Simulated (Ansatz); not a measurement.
Mg started on a Ba site and Mg started on a Ba site, 5.60 Å apart at the start in cubic perovskite LiBaF3, 40 atoms, charge 0

Method: DFT, HSE06, PAW, plane waves in Ansatz 0.2.0.

Input file:

```yaml
crystal:
  lattice:
    - [7.917162, 0.000000, 0.000000]
    - [0.000000, 7.917162, 0.000000]
    - [0.000000, 0.000000, 7.917162]
  atoms:
    - { symbol: Ba, position: [0.001142, 0.001620, 0.043092] }
    - { symbol: Ba, position: [0.999373, 0.499134, 0.005572] }
    - { symbol: Ba, position: [0.999849, 0.501567, 0.493350] }
    - { symbol: Ba, position: [0.499561, 0.998957, 0.994156] }
    - { symbol: Ba, position: [0.501144, 0.000849, 0.506346] }
    - { symbol: Ba, position: [0.499395, 0.501368, 0.957383] }
    - { symbol: Mg, position: [0.999891, 0.053092, 0.616837] }
    - { symbol: Mg, position: [0.499968, 0.552992, 0.383473] }
    - { symbol: Li, position: [0.250416, 0.250596, 0.271953] }
    - { symbol: Li, position: [0.252161, 0.251612, 0.752204] }
    - { symbol: Li, position: [0.247709, 0.751714, 0.247912] }
    - { symbol: Li, position: [0.249411, 0.750518, 0.728762] }
    - { symbol: Li, position: [0.749196, 0.250360, 0.271084] }
    - { symbol: Li, position: [0.747381, 0.251485, 0.753163] }
    - { symbol: Li, position: [0.752391, 0.751709, 0.246922] }
    - { symbol: Li, position: [0.750783, 0.750437, 0.729531] }
    - { symbol: F, position: [0.279167, 0.251762, 0.009070] }
    - { symbol: F, position: [0.177183, 0.205041, 0.512233] }
    - { symbol: F, position: [0.220923, 0.750761, 0.991365] }
    - { symbol: F, position: [0.321922, 0.704673, 0.488029] }
    - { symbol: F, position: [0.719741, 0.251249, 0.009336] }
    - { symbol: F, position: [0.822393, 0.204709, 0.512127] }
    - { symbol: F, position: [0.779680, 0.752158, 0.990805] }
    - { symbol: F, position: [0.677682, 0.703710, 0.488497] }
    - { symbol: F, position: [0.999470, 0.269274, 0.229009] }
    - { symbol: F, position: [0.999763, 0.230092, 0.796384] }
    - { symbol: F, position: [0.000127, 0.738938, 0.260918] }
    - { symbol: F, position: [0.998930, 0.801572, 0.643084] }
    - { symbol: F, position: [0.501225, 0.301490, 0.358955] }
    - { symbol: F, position: [0.499604, 0.239608, 0.738943] }
    - { symbol: F, position: [0.499832, 0.731205, 0.204596] }
    - { symbol: F, position: [0.500073, 0.768637, 0.771391] }
    - { symbol: F, position: [0.278289, 0.000019, 0.248330] }
    - { symbol: F, position: [0.231220, 0.998047, 0.750692] }
    - { symbol: F, position: [0.269704, 0.497652, 0.249225] }
    - { symbol: F, position: [0.220932, 0.499602, 0.751986] }
    - { symbol: F, position: [0.721400, 0.999548, 0.247145] }
    - { symbol: F, position: [0.767369, 0.998824, 0.751504] }
    - { symbol: F, position: [0.730822, 0.498973, 0.247864] }
    - { symbol: F, position: [0.779043, 0.499241, 0.753008] }
  symmetry: { detect: false }
kpoints:
  mp_grid: { grid: [1, 1, 1], shift: [0.25, 0.25, 0.25] }
hamiltonian:
  xc: hse06
scf:
  occupations: { method: fermi_dirac, width: 0.01 }
output:
  forces: true
  eigenvalues: true
  populations: true
  eigenstates: { kpoints: [[0.25, 0.25, 0.25]], e_range: [-6.0, 6.0], localisation: true }
  write_density: true
  write_potential: true
  elf: true
  volumetric_format: npy
```

Command:

```sh
ansatz run in.yaml --threads 8 --pin off --max-ram 13300MiB --runs-dir r --events-out ev --progress --plain
```

The program printed, less machine lines and repeats, with […] for rows cut from tables:

```
Pseudopotentials: kind: paw
Functional definition: HSE06
  parameter a = 0.25
  parameter omega = 0.11/bohr
  exchange = pbe_x - a*pbe_x_sr(omega) + a*exact_x_sr(omega)
  correlation = pbe_c
Crystal: 40 atoms, lattice volume = 496.259 Å³
Basis set: ecut = 420 eV, 9771 PW (Γ), exchange–correlation on 108×108×108 points (8 copies of the dense FFT grid, shifted against one another)
Bands: 176, of which v1, the nominal top of the filled ones, is band 136 counted from 1 (135 counted from 0)
Symmetry: 1 space group operations
k-points: 1
Non-local potential: Ba, projectors of the file, l = 0: 3, l = 1: 2, l = 2: 2, l = 3: 2
Non-local potential: Mg, projectors of the file, l = 0: 3, l = 1: 2, l = 2: 1
Non-local potential: Li, projectors of the file, l = 0: 3, l = 1: 2, l = 2: 1
Non-local potential: F, projectors of the file, l = 0: 2, l = 1: 2, l = 2: 1
PAW form: soft (Blöchl's): semilocal exchange-correlation on the pseudo side does not see the compensation charge
PAW frozen core: Ba, regenerated for the run's functional, and the local potential with it (the file was generated under x = pbe(κ = 0.804, μ = 0.2195149727645171), c = pbe(β = 0.06672455060314922))
PAW frozen core: Mg, regenerated for the run's functional, and the local potential with it (the file was generated under x = pbe(κ = 0.804, μ = 0.2195149727645171), c = pbe(β = 0.06672455060314922))
PAW frozen core: F, regenerated for the run's functional, and the local potential with it (the file was generated under x = pbe(κ = 0.804, μ = 0.2195149727645171), c = pbe(β = 0.06672455060314922))
PAW one-centre angular grid: Ba, 194 points (default); XC on 64 Gauss nodes
PAW one-centre angular grid: Mg, 110 points (default); XC on 96 Gauss nodes
PAW one-centre angular grid: Li, 110 points (default); XC on 96 Gauss nodes
PAW one-centre angular grid: F, 110 points (default); XC on 64 Gauss nodes
Initial density: superposition of atomic densities (neutral atoms: chi_scale 0, normalization atom), corrected by the library's trained network
Initial wavefunctions: pseudopotential atomic-orbital guess
Functional: x = pbe(κ = 0.804, μ = 0.2195149727645171), c = pbe(β = 0.06672455060314922), warm-up for x = pbe(κ = 0.804, μ = 0.2195149727645171) + 0.25 (exact − pbe) at short range (hse, ω = 0.20786987370883472 Å⁻¹), c = pbe(β = 0.06672455060314922); HSE06 as pw.x's `hse` composes it (authors' and Libxc's form: `xc: wpbeh`)
SCF iter   1: F=—  HF=-60651.478751 eV  |F-HF|=—  |Δ(HF+E_count)|=         —  Δρ=1.30e-3  dr2=1.08e-2  ethr=1.77e-3  ⟨swp⟩=18.0  Hψ=1038  notcnv=0
preconditioner: auto → none  [insulator: Δε(μ)=7.533 eV  Ē_g=17.094 eV  σ=0.010 eV  W_gap=1.00  n_scr=122 (ndim 8)  ℏωp=25.8 eV  f_vac=0.041  D(μ)=0.00/eV (n_scr^D=0)]
SCF iter   2: F=-60651.481033 eV  HF=-60651.480513 eV  |F-HF|=5.20e-4  |Δ(HF+E_count)|=   1.76e-3  Δρ=7.86e-4  dr2=1.43e-3  ethr=3.97e-6  ⟨swp⟩=11.0  Hψ=659  notcnv=0  defer=4
SCF 1 stopped early in 2 iterations: F = -60651.481033 eV  dr2 = 1.43e-3
  greatest PAW one-centre occupation: 1.000 electrons in one spin orbital (limit 2), on the Mg atom at site 7 (counted from 0), in its partial waves of l = 0
Initial density: handed on by an earlier stage of this run
Initial wavefunctions: those handed on with the density
Functional: x = pbe(κ = 0.804, μ = 0.2195149727645171) + 0.25 (exact − pbe) at short range (hse, ω = 0.20786987370883472 Å⁻¹), c = pbe(β = 0.06672455060314922); HSE06 as pw.x's `hse` composes it (authors' and Libxc's form: `xc: wpbeh`)
Exchange kernel: α = 0.2500, screened, ω = 0.2079 Å⁻¹, Wigner–Seitz truncation, v(0) = 771.9244 eV·Å³, q-mesh 1×1×1, nearest image of the exchange supercell L = 7.92 Å, pair-density grid 40×40×40, without the augmentation charges, whose exchange is taken in its separable form (sized by the pseudopotential files, 54×54×54 at the most)
Frozen-core exchange: fock
SCF iter   1: F=—  HF=-60678.820829 eV  |F-HF|=—  |Δ(HF+E_count)|=         —  Δρ=8.80e-3  dr2=4.62e-1  ethr=5.24e-6  ⟨swp⟩=20.0  Hψ=960  notcnv=0
preconditioner: auto → none  [insulator: Δε(μ)=9.768 eV  Ē_g=19.890 eV  σ=0.010 eV  W_gap=1.00  n_scr=122 (ndim 8)  ℏωp=25.8 eV  f_vac=0.041  D(μ)=0.00/eV (n_scr^D=0)]
SCF iter   2: F=—  HF=-60678.685372 eV  |F-HF|=—  |Δ(HF+E_count)|=   1.35e-1  Δρ=6.05e-3  dr2=5.70e-2  ethr=5.24e-6  ⟨swp⟩=8.0  Hψ=701  notcnv=0
SCF iter   3: F=—  HF=-60678.742717 eV  |F-HF|=—  |Δ(HF+E_count)|=   5.73e-2  Δρ=2.29e-3  dr2=1.60e-2  ethr=5.24e-6  ⟨swp⟩=7.0  Hψ=640  notcnv=0
SCF iter   4: F=—  HF=-60678.737612 eV  |F-HF|=—  |Δ(HF+E_count)|=   5.11e-3  Δρ=8.89e-4  dr2=2.55e-3  ethr=5.24e-6  ⟨swp⟩=6.0  Hψ=403  notcnv=0
iter 5 solved again at ethr=4.10e-8 eV; its pass at ethr=7.61e-7 eV (dr2=1.12e-4 eV) is discarded
SCF iter   5: F=—  HF=-60678.737062 eV  |F-HF|=—  |Δ(HF+E_count)|=   5.50e-4  Δρ=1.90e-4  dr2=4.17e-4  ethr=4.10e-8  ⟨swp⟩=3.0  Hψ=777  notcnv=0
SCF iter   6: F=—  HF=-60678.739830 eV  |F-HF|=—  |Δ(HF+E_count)|=   2.77e-3  Δρ=4.95e-4  dr2=7.75e-4  ethr=3.80e-8  ⟨swp⟩=7.0  Hψ=623  notcnv=0  defer=1
SCF iter   7: F=-60678.739553 eV  HF=-60678.739576 eV  |F-HF|=2.26e-5  |Δ(HF+E_count)|=   2.54e-4  Δρ=4.59e-5  dr2=1.50e-5  ethr=3.80e-8  ⟨swp⟩=4.0  Hψ=484  notcnv=0
SCF 2 stopped early in 7 iterations: F = -60678.739553 eV  dr2 = 1.50e-5
  Residual-converged pass: ⟨swp⟩=4.0  Hψ=555  notcnv=0  max |occ|·‖R‖ = 2.3e-6 eV (tolerance 6.7e-6 eV)  dr2=1.50e-5  dr2_onsite=4.85e-7  max |Δocc| = 0.0e0
hybrid outer 1: dexx = +7.955e-2 eV, tail = 2.56e-4 eV
SCF iter   1: F=—  HF=-60678.739795 eV  |F-HF|=—  |Δ(HF+E_count)|=         —  Δρ=7.76e-5  dr2=1.92e-5  ethr=4.70e-7  ⟨swp⟩=15.0  Hψ=484  notcnv=0
preconditioner: auto → none  [insulator: Δε(μ)=9.619 eV  Ē_g=19.719 eV  σ=0.010 eV  W_gap=1.00  n_scr=122 (ndim 8)  ℏωp=25.8 eV  f_vac=0.047  D(μ)=0.00/eV (n_scr^D=0)]
SCF iter   2: F=—  HF=-60678.739793 eV  |F-HF|=—  |Δ(HF+E_count)|=   2.26e-6  Δρ=2.48e-5  dr2=1.49e-6  ethr=6.26e-9  ⟨swp⟩=4.0  Hψ=453  notcnv=0
SCF iter   3: F=—  HF=-60678.739795 eV  |F-HF|=—  |Δ(HF+E_count)|=   2.08e-6  Δρ=1.20e-5  dr2=4.19e-7  ethr=4.46e-10  ⟨swp⟩=9.0  Hψ=551  notcnv=0
SCF iter   4: F=—  HF=-60678.739795 eV  |F-HF|=—  |Δ(HF+E_count)|=   5.29e-8  Δρ=8.42e-6  dr2=2.35e-7  ethr=1.44e-10  ⟨swp⟩=4.0  Hψ=475  notcnv=0
SCF iter   5: F=—  HF=-60678.739795 eV  |F-HF|=—  |Δ(HF+E_count)|=   6.40e-8  Δρ=2.83e-6  dr2=2.85e-8  ethr=7.61e-11  ⟨swp⟩=4.0  Hψ=361  notcnv=0  defer=1
SCF iter   6: F=-60678.739795 eV  HF=-60678.739795 eV  |F-HF|=2.91e-10  |Δ(HF+E_count)|=   5.50e-9  Δρ=3.61e-7  dr2=3.69e-9  ethr=8.86e-12  ⟨swp⟩=4.0  Hψ=438  notcnv=0
SCF 3 converged in 6 iterations: F = -60678.739795 eV  dr2 = 3.69e-9
  Residual-converged pass: ⟨swp⟩=3.0  Hψ=366  notcnv=0  max |occ|·‖R‖ = 1.6e-6 eV (tolerance 2.0e-6 eV)  dr2=3.67e-9  dr2_onsite=4.84e-11  max |Δocc| = 0.0e0
hybrid outer 2: dexx = +2.436e-6 eV, tail = 5.28e-8 eV, Δε = 2.83e-3 eV (about 5.32e-5 eV left of the loop's levels), ΔF = 3.43e-3 eV/Å (tail 3.13e-4)
NSCF: frozen V_eff on 1 k-points
hybrid SCF converged: 2 outer / 13 inner (+2 warm-up), last move |dexx| = 2.44e-6 eV, tail = 5.28e-8 eV
Stability not checked: this state was not tested for a lower state beside it, because the functional holds exact exchange (a hybrid, or Hartree-Fock), whose exchange loop this test does not read (fock_operator; see scf.lower_state_search)
Free energy (F): -60678.739795 eV
Harris-Foulkes:  -60678.739795 eV  (|F-HF|=2.91e-10)
Internal energy: -60678.739795 eV  (E = F + TS)
E sigma→0 (E₀):  -60678.739795 eV
Fermi energy:    7.140636 eV
--- Per-component energies (eV) ---
  E_band       = -2624.176532
  E_kinetic    = 6389.761647
  E_local      = -19296.953787  (includes V_loc(G=0)·N_el)
  E_nonlocal   = 1992.278578
  E_hartree    = 7201.933309
  E_xc         = -2487.289354
  E_vxc        = -2785.819675  (∫ρ·V_xc dr)
  E_exx        = -953.671251  (= α·E_x^exact, valence–valence)
  E_paw        = -36617.249477  (= ΣΔE_a)
  E_vpaw       = -1420.016062  (= ΣTr[D̂ρ^β])
  E_aug_tail   = 0.049946  (compensation charges beyond the density's cutoff)
  E_ewald      = -16905.915535
  E_core_change = -1.683874  (= ΣΔE_core)
  E_smearing   = -0.000000  (= −TS)
  E_closure    = 0.000004  (closes the sum)
  Σ components = -60678.739795   (vs F -60678.739795, Δ=-7.28e-12)
--- Forces (eV/Å), atoms counted from 1 ---
  atom   1  Ba    -0.02559005     0.01083871     0.00915014
  atom   2  Ba     0.00259376    -0.00718931    -0.00928072
  atom   3  Ba    -0.01749713    -0.00226444     0.01118970
  atom   4  Ba     0.01523468     0.00554284     0.01243694
  atom   5  Ba     0.00469356     0.01208113     0.00336178
  atom   6  Ba     0.00683656     0.00416356    -0.01192089
  atom   7  Mg    -0.00429318     0.06536743     0.04994995
  atom   8  Mg     0.00066930     0.05019789    -0.04691367
  atom   9  Li    -0.01524286     0.00186367     0.01080417
  atom  10  Li    -0.00097033    -0.00085753    -0.01092426
  atom  11  Li     0.01155196    -0.01318113     0.00937415
  atom  12  Li     0.01975639    -0.00238818    -0.01346496
  atom  13  Li     0.01311472     0.01141337     0.00893171
  atom  14  Li     0.00360946    -0.00415672    -0.01319928
  atom  15  Li    -0.01138962    -0.00723647     0.00627676
  atom  16  Li    -0.01876063     0.00319936    -0.00724414
  atom  17  F     -0.02715377    -0.01623754     0.01242939
  atom  18  F     -0.04398210    -0.07066813     0.02680546
  atom  19  F      0.01954775     0.00928587    -0.01557446
  atom  20  F      0.03801837    -0.05967835    -0.02315826
  atom  21  F      0.02915336    -0.00197913     0.00843009
  atom  22  F      0.04503651    -0.07759471     0.03286238
  atom  23  F     -0.01810486    -0.00409217    -0.00513697
  atom  24  F     -0.04275653    -0.06341882    -0.03951483
  atom  25  F      0.01061301    -0.03674698     0.02833469
  atom  26  F      0.00556778    -0.06629371    -0.10716069
  atom  27  F      0.00420136     0.05734975     0.01044405
  atom  28  F      0.00589706     0.12936023     0.02205440
  atom  29  F     -0.01413329     0.12399906    -0.02648131
  atom  30  F     -0.00452971     0.04391224    -0.00993004
  atom  31  F     -0.00157921    -0.05908157     0.10870406
  atom  32  F     -0.00920732    -0.03090169    -0.03382535
  atom  33  F     -0.03637280    -0.01007154     0.01356142
  atom  34  F     -0.05456145     0.00469972    -0.02012365
  atom  35  F      0.04866931     0.01790170     0.02788769
  atom  36  F      0.03295382    -0.00345312    -0.01319817
  atom  37  F      0.04108384    -0.01023022     0.02134226
  atom  38  F      0.05973295    -0.00199593    -0.03004581
  atom  39  F     -0.03999179    -0.00083173     0.02114938
  atom  40  F     -0.03242994    -0.00051234    -0.01848837
  max |Σ_I F_I| component: 1.15e-4 eV/Å
--- Band table (eV) ---
  k-point 0: bands = ["-73.3426", "-73.3226", "-40.8503", "-40.8495", "-40.8337", "-40.8333", "-40.8263", "-40.8182", "-40.8118", "-40.8009", "-38.3125", "-38.2924", "-38.2375", "-38.2195", "-38.2174", "-38.2001", "-21.8628", "-21.7551", "-21.6871", "-21.6631", "-21.5220", "-21.4928", "-19.5214", "-19.4972", "-19.1164", "-19.1065", "-19.0552", "-19.0248", "-18.9966", "-18.9653", "-18.9197", "-18.8 …
--- Löwdin populations: 40 sites ---
  site symbol       q [e]
     0     Ba      8.1277
     1     Ba      8.1389
     2     Ba      8.1180
     3     Ba      8.1376
     4     Ba      8.1176
     5     Ba      8.1280
     6     Mg      8.3150
     7     Mg      8.3148
     8     Li      2.2685
     9     Li      2.2729
    10     Li      2.2709
    11     Li      2.2673
    12     Li      2.2673
    13     Li      2.2711
    14     Li      2.2719
    15     Li      2.2684
    16      F      7.7800
    17      F      7.7752
    18      F      7.7800
    19      F      7.7749
    20      F      7.7800
    21      F      7.7747
    22      F      7.7806
    23      F      7.7756
    24      F      7.7803
    25      F      7.7800
    26      F      7.7817
    27      F      7.7736
    28      F      7.7746
    29      F      7.7809
    30      F      7.7791
    31      F      7.7807
    32      F      7.7797
    33      F      7.7773
    34      F      7.7772
    35      F      7.7796
    36      F      7.7806
    37      F      7.7762
    38      F      7.7760
    39      F      7.7805
  spilling = 0.006489 (of n_electrons = 272.000000)
```

Total energies depend on the potentials used, so only differences within one code and one set of settings carry meaning.

The atoms are those of an earlier PBEsol relaxation. One k point and one spin start were run, so the state needn't be the lowest, and an added charge can sit in a band of the host.

Time: 66 s of wall time on 8 threads of a Platinum 8259CL processor, on a host shared with other runs; peak host memory 2 GiB.
